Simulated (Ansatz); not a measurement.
TiO2:
```xyz
6
Lattice="-1.8890 1.8890 4.7917 1.8890 -1.8890 4.7917 1.8890 1.8890 -4.7917" Properties=species:S:1:pos:R:3 pbc="T T T"
Ti     0.0000     0.0000     4.7917
Ti     1.8890     0.0000     2.3959
O      0.0000     0.0000     2.8051
O      1.8890     0.0000     0.4093
O      1.8890     0.0000     4.3824
O      0.0000     0.0000     6.7783
```

Relaxed with r²SCAN. Independent-particle spectrum: no excitons, no local fields, no scissors shift; 0.1 eV broadening; ε₁ of the summed bands alone.

Question: Tabulate the dielectric function from the program Ansatz at the r²SCAN level (PAW).

Answer: 

```csv
E (eV),ε₁ xx,ε₂ xx,ε₁ zz,ε₂ zz
0.0,5.86,0.00,5.58,0.00
0.4,5.88,0.00,5.60,0.00
0.8,5.97,0.00,5.67,0.00
1.2,6.13,0.00,5.80,0.00
1.6,6.38,0.00,6.00,0.00
2.0,6.78,0.00,6.30,0.00
2.4,7.43,0.00,6.75,0.00
2.8,9.10,0.16,7.51,0.00
3.2,9.14,2.61,9.11,0.03
3.6,10.12,3.36,14.59,5.82
4.0,11.39,7.46,6.12,6.43
4.4,6.22,8.78,7.39,6.05
4.8,2.96,7.55,0.90,6.62
5.2,3.60,8.17,2.21,4.28
5.6,0.41,8.41,3.71,2.77
6.0,-0.53,4.35,4.69,3.17
6.4,1.29,3.71,3.81,4.30
6.8,2.64,4.31,7.25,4.36
7.2,3.15,5.83,5.55,6.18
7.6,0.01,6.15,7.24,12.13
8.0,-0.61,5.05,-1.89,12.50
8.4,-1.72,4.83,-3.70,7.08
8.8,-2.18,2.94,-3.56,3.54
9.2,-0.41,2.18,-0.29,5.03
9.6,-1.16,3.36,-3.65,4.77
10.0,-1.25,1.71,-3.44,2.43
10.4,-0.63,1.50,-2.60,1.49
10.8,-0.46,1.35,-1.91,1.11
11.2,-0.19,1.25,-1.45,0.65
11.6,-0.09,1.10,-0.94,0.53
12.0,0.14,1.05,-0.54,0.33
```

Question: From ε at 3.1 eV (xx: 9.38 + 2.49i), find n, k, the normal reflectivity and the absorption coefficient.

Answer: n = 3.09, k = 0.403, R = 27 %, α = 2kE/ħc = 130000 cm⁻¹.

With all bands, ε∞ without local fields is 6.14 (xx = yy), 5.87 (zz).

Space group I4_1/amd (anatase). The r²SCAN relaxation kept the symmetry of its start. No spin polarisation was allowed.

Potentials: the later of the program's two PAW sets.
